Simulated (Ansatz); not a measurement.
Cr3GeN (anti-perovskite, space group No. 221), plane-wave PAW r²SCAN (Ansatz code), all energies at zero smearing, with the estimated change up to a 700 eV cutoff added, with one set of potentials and settings (totals compare only within such a set). Cell of 5 atoms (1 Ge, 1 N, 3 Cr): -14836.319 eV.

```
element                             reference phase  E (eV/atom)
-------  ------------------------------------------  -----------
Ge                       Fd-3m, 2 atoms in the cell   -4302.9121
N                         Pa-3, 8 atoms in the cell    -384.8341
Cr       Im-3m, 2 atoms in the cell, spin-polarised   -3382.7029
```

Formation energy per atom, worked out: (-14836.319 − 1×(-4302.9121) − 1×(-384.8341) − 3×(-3382.7029))/5 = -0.093 eV/atom (-9 kJ per mol of atoms), at 0 K, without zero-point energy or fitted corrections.

Space group Pm-3m (anti-perovskite). A made-up cell: these elements were put on the sites of a structure type; neither database checked (COD, Materials Project) lists it. COD files the formula under space group No. 113. Its standing as an ambient phase is unchecked. The cell was relaxed with r²SCAN under the symmetry of its start; whether a distortion lowers the energy is not shown. Magnetic state: ferromagnetic, the only order run, not a proven ground state. The program gave a warning on the electronic state, which may not be the lowest. No Hubbard U is applied. The references are the lowest solids computed at this level, not always the standard phases (solids in place of the gases).

Potentials: the earlier of the program's two PAW sets. The files were generated under PBE; for other functionals the program regenerates the frozen cores, and for LDA and PBEsol the local potential too.
